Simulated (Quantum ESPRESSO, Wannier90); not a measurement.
**Tight-binding from DFT: ZnGeP2 (chalcopyrite)**

Materials Project entry mp-4524; symmetrised, unrelaxed at this level. COD (Crystallography Open Database) has an entry of this formula and space group (matched by these alone). Level: PBEsol, no spin polarisation, no spin-orbit coupling; pw.x of Quantum ESPRESSO at 68 Ry with PseudoDojo potentials, 4×4×4 k-points, Wannier90. Density: 6×6×6 mesh, cold smearing 0.01 Ry. Spin-orbit coupling, left out, would split the p-like bands by a few tenths of an eV.

On the energy scale of pw.x, whose zero is arbitrary, the valence-band maximum lies at 8.36 eV.

Input w.win:

```
num_bands = 10
num_wann = 10
exclude_bands = 1-8,19-79
num_iter = 1000
conv_tol = 1.0e-6
conv_window = 4
write_hr = true
write_u_matrices = true
auto_projections = true
begin unit_cell_cart
ang
    5.4424800000    0.0000000000    0.0000000000
    0.0000000000    5.4424800000    0.0000000000
   -2.7212400000   -2.7212400000    5.3647650000
end unit_cell_cart
begin atoms_frac
Zn   0.2500000000 -0.2500000000  0.5000000000
Zn   0.0000000000  0.0000000000  0.0000000000
Ge  -0.2500000000  0.2500000000  0.5000000000
Ge   0.5000000000  0.5000000000  0.0000000000
P   -0.3750000000  0.1295600000 -0.2500000000
P    0.3795600000  0.3750000000  0.2500000000
P    0.1250000000 -0.3795600000 -0.2500000000
P   -0.1295600000 -0.1250000000  0.2500000000
end atoms_frac
mp_grid = 4 4 4
begin kpoints
0.0000000000 0.0000000000 0.0000000000
0.0000000000 0.0000000000 0.2500000000
0.0000000000 0.0000000000 0.5000000000
... (61 more lines: the 4x4x4 mesh through Gamma)
end kpoints
```

Input of pw2wannier90.x that gives the overlap and projection files (equivalent; here they were cut from one run over all bands):

```
&inputpp
  outdir = './out'
  prefix = 'pwscf'
  seedname = 'w'
  write_amn = .true.
  write_mmn = .true.
  atom_proj = .true.
  atom_proj_exclude = 1 2 3 4 5 6 7 8 9 10 11 12 13 14 15 16 17 18 19 20 26 27 28 29 35 36 37 38 39 40 41 42 43 44 45 46 47 48 49 50 51 52 53 54
/
```

Output w.wout (banner and timings cut):

```
                                    ------
                                    SYSTEM
                                    ------

                              Lattice Vectors (Ang)
                    a_1     5.442480   0.000000   0.000000
                    a_2     0.000000   5.442480   0.000000
                    a_3    -2.721240  -2.721240   5.364765

                   Unit Cell Volume:     158.90750  (Ang^3)

                        Reciprocal-Space Vectors (Ang^-1)
                    b_1     1.154471  -0.000000   0.585597
                    b_2    -0.000000   1.154471   0.585597
                    b_3     0.000000   0.000000   1.171195

 *----------------------------------------------------------------------------*
 |   Site       Fractional Coordinate          Cartesian Coordinate (Ang)     |
 +----------------------------------------------------------------------------+
 | zn   1   0.25000  -0.25000   0.50000   |    0.00000  -2.72124   2.68238    |
 | zn   2   0.00000   0.00000   0.00000   |    0.00000   0.00000   0.00000    |
 | ge   1  -0.25000   0.25000   0.50000   |   -2.72124   0.00000   2.68238    |
 | ge   2   0.50000   0.50000   0.00000   |    2.72124   2.72124   0.00000    |
 | p    1  -0.37500   0.12956  -0.25000   |   -1.36062   1.38544  -1.34119    |
 | p    2   0.37956   0.37500   0.25000   |    1.38544   1.36062   1.34119    |
 | p    3   0.12500  -0.37956  -0.25000   |    1.36062  -1.38544  -1.34119    |
 | p    4  -0.12956  -0.12500   0.25000   |   -1.38544  -1.36062   1.34119    |
 *----------------------------------------------------------------------------*
                                ------------
                                K-POINT GRID
                                ------------

             Grid size =  4 x  4 x  4      Total points =   64

 *---------------------------------- MAIN ------------------------------------*
 |  Number of Wannier Functions               :                10             |
 |  Number of Objective Wannier Functions     :                10             |
 |  Number of input Bloch states              :                10             |
 |  Output verbosity (1=low, 5=high)          :                 1             |
 |  Timing Level (1=low, 5=high)              :                 1             |
 |  Optimisation (0=memory, 3=speed)          :                 3             |
 |  Length Unit                               :               Ang             |
 |  Post-processing setup (write *.nnkp)      :                 F             |
 |  Using Gamma-only branch of algorithms     :                 F             |
 *----------------------------------------------------------------------------*
 *------------------------------- WANNIERISE ---------------------------------*
 |  Total number of iterations                :              1000             |
 |  Number of CG steps before reset           :                 5             |
 |  Trial step length for line search         :             2.000             |
 |  Convergence tolerence                     :         0.100E-05             |
 |  Convergence window                        :                 4             |
 |  Iterations between writing output         :                 1             |
 |  Iterations between backing up to disk     :               100             |
 |  Write r^2_nm to file                      :                 F             |
 |  Write xyz WF centres to file              :                 F             |
 |  Write on-site energies <0n|H|0n> to file  :                 F             |
 |  Use guiding centre to control phases      :                 F             |
 |  Use phases for initial projections        :                 F             |
 *----------------------------------------------------------------------------*
 *-------------------------------- PLOTTING ----------------------------------*
 |  Plotting Hamiltonian in WF basis          :                 T             |
 *----------------------------------------------------------------------------*

 *---------------------------------- K-MESH ----------------------------------*
 +----------------------------------------------------------------------------+
 |                    Distance to Nearest-Neighbour Shells                    |
 |                    ------------------------------------                    |
 |          Shell             Distance (Ang^-1)          Multiplicity         |
 |          -----             -----------------          ------------         |
 |             1                   0.292799                      2            |
 |             2                   0.323625                      8            |
 |             3                   0.408167                      4            |
 |             4                   0.502326                      8            |
 |             5                   0.525543                      8            |
 |             6                   0.577235                      4            |
 |             7                   0.585597                      2            |
 |             8                   0.647249                      8            |
       ... (lines left out)
 +----------------------------------------------------------------------------+
 | The b-vectors are chosen automatically                                     |
 | The following shells are used:                       1,  2                 |
 +----------------------------------------------------------------------------+
 |                        Shell   # Nearest-Neighbours                        |
 |                        -----   --------------------                        |
 |                          1               2                                 |
 |                          2               8                                 |
 +----------------------------------------------------------------------------+
 | Completeness relation is fully satisfied [Eq. (B1), PRB 56, 12847 (1997)]  |
 +----------------------------------------------------------------------------+
 |                  b_k Vectors (Ang^-1) and Weights (Ang^2)                  |
 |                  ----------------------------------------                  |
 |            No.         b_k(x)      b_k(y)      b_k(z)        w_b           |
 |            ---        --------------------------------     --------        |
 |             1         0.000000    0.000000    0.292799     2.830997        |
 |             2         0.000000    0.000000   -0.292799     2.830997        |
 |             3         0.000000    0.288618    0.146399     3.001193        |
 |             4         0.288618    0.000000    0.146399     3.001193        |
 |             5         0.000000    0.288618   -0.146399     3.001193        |
 |             6         0.288618    0.000000   -0.146399     3.001193        |
 |             7         0.000000   -0.288618   -0.146399     3.001193        |
 |             8         0.000000   -0.288618    0.146399     3.001193        |
 |             9        -0.288618    0.000000   -0.146399     3.001193        |
 |            10        -0.288618    0.000000    0.146399     3.001193        |
 +----------------------------------------------------------------------------+
 |                           b_k Directions (Ang^-1)                          |
 |                           -----------------------                          |
 |            No.           x           y           z                         |
 |            ---        --------------------------------                     |
 |             1         0.000000    0.000000    0.292799                     |
 |             2         0.000000    0.288618    0.146399                     |
 |             3         0.288618    0.000000    0.146399                     |
 |             4         0.000000    0.288618   -0.146399                     |
 |             5         0.288618    0.000000   -0.146399                     |
 +----------------------------------------------------------------------------+

 Starting a new Wannier90 calculation ...

 Reading overlaps from w.mmn

 Reading projections from w.amn

 *------------------------------- WANNIERISE ---------------------------------*
 +--------------------------------------------------------------------+<-- CONV
 | Iter  Delta Spread     RMS Gradient      Spread (Ang^2)            |<-- CONV
 +--------------------------------------------------------------------+<-- CONV

 ------------------------------------------------------------------------------
 Initial State
  WF centre and spread    1  ( -2.721240,  0.000000,  2.682383 )     0.28002672
  WF centre and spread    2  ( -2.721240, -0.000000,  2.682430 )     0.28409264
  WF centre and spread    3  ( -2.721240,  0.000000,  2.682335 )     0.28409264
  WF centre and spread    4  ( -2.721240,  0.000000,  2.682383 )     0.27992861
  WF centre and spread    5  ( -2.721240, -0.000000,  2.682383 )     0.28418728
  WF centre and spread    6  (  2.721240,  2.721240,  0.000000 )     0.28002672
  WF centre and spread    7  (  2.721240,  2.721240, -0.000048 )     0.28409264
  WF centre and spread    8  (  2.721240,  2.721240,  0.000048 )     0.28409264
  WF centre and spread    9  (  2.721240,  2.721240, -0.000000 )     0.27992861
  WF centre and spread   10  (  2.721240,  2.721240, -0.000000 )     0.28418729
  Sum of centres and spreads ( -0.000000, 13.606200, 13.411912 )     2.82465581

      0     0.282E+01     0.0000000000        2.8246558123  <-- CONV
        O_D=      0.0000000 O_OD=      0.0011801 O_TOT=      2.8246558 <-- SPRD
 ------------------------------------------------------------------------------
      1    -0.834E-07     0.0002645862        2.8246557290  <-- CONV
        O_D=      0.0000000 O_OD=      0.0011800 O_TOT=      2.8246557 <-- SPRD
      2    -0.337E-09     0.0000264673        2.8246557286  <-- CONV
        O_D=      0.0000000 O_OD=      0.0011800 O_TOT=      2.8246557 <-- SPRD
      3    -0.151E-10     0.0000070414        2.8246557286  <-- CONV
        O_D=      0.0000000 O_OD=      0.0011800 O_TOT=      2.8246557 <-- SPRD
      4    -0.350E-11     0.0000030281        2.8246557286  <-- CONV
        O_D=      0.0000000 O_OD=      0.0011800 O_TOT=      2.8246557 <-- SPRD
             <<<     Delta < 1.000E-06  over  4 iterations     >>>
             <<< Wannierisation convergence criteria satisfied >>>
 Final State
  WF centre and spread    1  ( -2.721240,  0.000000,  2.682383 )     0.28002673
  WF centre and spread    2  ( -2.721240, -0.000000,  2.682430 )     0.28409263
  WF centre and spread    3  ( -2.721240,  0.000000,  2.682335 )     0.28409263
  WF centre and spread    4  ( -2.721240,  0.000000,  2.682383 )     0.27992864
  WF centre and spread    5  ( -2.721240, -0.000000,  2.682383 )     0.28418723
  WF centre and spread    6  (  2.721240,  2.721240,  0.000000 )     0.28002674
  WF centre and spread    7  (  2.721240,  2.721240, -0.000048 )     0.28409263
  WF centre and spread    8  (  2.721240,  2.721240,  0.000048 )     0.28409263
  WF centre and spread    9  (  2.721240,  2.721240, -0.000000 )     0.27992864
  WF centre and spread   10  (  2.721240,  2.721240, -0.000000 )     0.28418724
  Sum of centres and spreads ( -0.000000, 13.606200, 13.411912 )     2.82465573

         Spreads (Ang^2)       Omega I      =     2.823475695
        ================       Omega D      =     0.000000000
                               Omega OD     =     0.001180034
    Final Spread (Ang^2)       Omega Total  =     2.824655729
```
